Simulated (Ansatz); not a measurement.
# What DFT gives for Ba4Tl2CdSn

```
Tl Cd Sn Ba
1.0
    -4.28557    4.28557    3.67115
     4.28557   -4.28557    3.67115
     4.28557    4.28557   -3.67115
Tl Cd Sn Ba
2 1 1 4
Cartesian
  0.0000 4.2856 0.0000
  4.2856 0.0000 0.0000
  0.0000 0.0000 3.6711
  0.0000 0.0000 0.0000
  1.5607 1.5607 1.7590
  1.5607 -1.5607 5.5833
  2.7249 2.7249 -1.9122
  -1.5607 1.5607 5.5833
```

The numbers come from plane-wave PAW DFT (Ansatz): r2SCAN, no spin polarisation, 500 eV, 6×6×6 Γ-centred k points, gaussian occupations (width 0.0683 eV). Nothing was relaxed.

(1) Is the cell too large or too small?

(2) Metal or insulator?

(3) What do density and ELF say about some of the short contacts?

(4) Where is the largest force?

(5) What is the formation energy?

(6) Which element gives electrons and which takes them?

Origin: a known structure type with other elements, at an estimated volume, so it need not be a known compound. Caveats: atoms or cell far from equilibrium.

## Answers

(1) The pressure is 11.5 GPa (compression positive), so with the atoms held at these fractions the cell would first expand; the forces are large, so a full relaxation may end otherwise. The principal stresses 10.4, 10.4, 13.6 GPa differ, so its shape would change too.

(2) It is a metal, with about 6.5 states/eV a cell as the mean within 0.25 eV of the Fermi level.

(3) Sn–Ba at 2.82 Å: least valence density 0.32 e/Å³ and ELF 0.24 there. Cd–Ba at 2.92 Å: least valence density 0.23 e/Å³ and ELF 0.14 there. Tl–Ba at 3.60 Å: least valence density 0.09 e/Å³ and ELF 0.10 there. These are pseudo-fields; inside the PAW spheres they differ from the all-electron ones.

(4) The largest is on Ba5 (and as large on other atoms): 4.09 eV/Å, components (2.85, 2.85, 0.74). It makes 152° with the line to a nearest neighbour, Sn4 at 2.82 Å, pointing away from it.

(5) 0.14 eV an atom against the elements' usual phases (free molecules for gases, crystals otherwise, with no correction for O₂ or N₂), so at this geometry it isn't bound against them. Relaxing would lower it.

(6) Bader charges in e: Ba +0.99, Tl -0.86, Cd -0.78, Sn -1.46. In the mean Ba gives up most and Sn takes most.
